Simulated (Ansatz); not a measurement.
CuAu:
```cif
data_AuCu
_chemical_formula_sum 'Cu1 Au1'
_space_group_name_H-M_alt 'P4/mmm'
_space_group_IT_number 123
_space_group_name_Hall '-P 4 2'
_cell_length_a 2.83479
_cell_length_b 2.83479
_cell_length_c 3.53646
_cell_angle_alpha 90.000
_cell_angle_beta 90.000
_cell_angle_gamma 90.000
loop_
_atom_site_label
_atom_site_type_symbol
_atom_site_symmetry_multiplicity
_atom_site_Wyckoff_symbol
_atom_site_fract_x
_atom_site_fract_y
_atom_site_fract_z
_atom_site_occupancy
Cu1 Cu 1 d 0.50000 0.50000 0.50000 1
Au1 Au 1 a 0.00000 0.00000 0.00000 1
```

Relaxed at zero pressure with PBEsol in the plane-wave PAW code Ansatz.

The volume is raised by 6 % and shape and atoms relax at that volume. What pressure results, and how do the axes share the change?

-8.6 GPa; a 1.7 %, b 1.7 %, c 2.6 %; the energy rises by 24 meV/atom.

Give the new structure.


Space group P4/mmm (No. 123); a = b = 2.8818 Å, c = 3.6274 Å, α = β = γ = 90.00°

| atom | site | symmetry | x | y | z |
|---|---|---|---|---|---|
| Cu | 1d | 4/mmm | 0.5000 | 0.5000 | 0.5000 |
| Au | 1a | 4/mmm | 0.0000 | 0.0000 | 0.0000 |

The phase is kept; no other phase was compared at this pressure.

Symmetry was held in the PBEsol relaxation; of distortions, only those at the zone centre were tested. The run is not spin-polarised. Axis ratios of metals converge slowly with the k-mesh, so a and c are less sure than the volume. Spin–orbit coupling is left out wherever it is not named.

Potentials: the earlier of the program's two PAW sets.
